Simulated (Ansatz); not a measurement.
Profile along the Rh–Rh line in Rh (fcc, Cu type)

Rh (fcc, Cu type)

```cif
data_Rh4
_chemical_formula_sum 'Rh4'
_space_group_name_H-M_alt 'Fm-3m'
_space_group_IT_number 225
_space_group_name_Hall '-F 4 2 3'
_cell_length_a 3.80012
_cell_length_b 3.80012
_cell_length_c 3.80012
_cell_angle_alpha 90.000
_cell_angle_beta 90.000
_cell_angle_gamma 90.000
loop_
_atom_site_label
_atom_site_type_symbol
_atom_site_symmetry_multiplicity
_atom_site_Wyckoff_symbol
_atom_site_fract_x
_atom_site_fract_y
_atom_site_fract_z
_atom_site_occupancy
Rh1 Rh 4 a 0.00000 0.00000 0.00000 1
```
(The calculation used a cell of 1 atom; values per cell refer to that cell.)

Fields along a shortest Rh–Rh line of a {100} plane (2.69 Å), from Rh to Rh, interpolated on the slice's grid (step about 0.1 Å). Method: r2SCAN (plane waves to 500 eV, PAW, scalar-relativistic; Ansatz, an electronic-structure program). k mesh 21×21×21. These are valence fields of a PAW run, semicore shells included where kept as valence: close to a nucleus they are smooth pseudo fields. Rh is run without spin polarisation. Rh was relaxed with its symmetry unable to fall. The PAW data are Ansatz's earlier set.

| distance from Rh (Å) | valence electron density (e/Å³) | electron localisation function |
|---|---|---|
| 0.00 | 14.82 | x |
| 0.27 | 11.85 | x |
| 0.54 | 6.27 | 0.64 |
| 0.81 | 1.82 | 0.43 |
| 1.08 | 0.55 | 0.24 |
| 1.34 | 0.37 | 0.26 |
| 1.61 | 0.55 | 0.24 |
| 1.88 | 1.82 | 0.43 |
| 2.15 | 6.27 | 0.64 |
| 2.42 | 11.85 | x |
| 2.69 | 14.82 | x |

x: too close to a nucleus for the ELF to mean much.

Density on the Rh–Rh line (2.69 Å) at its midpoint: 0.37 e/Å³. ELF at that point: 0.26.
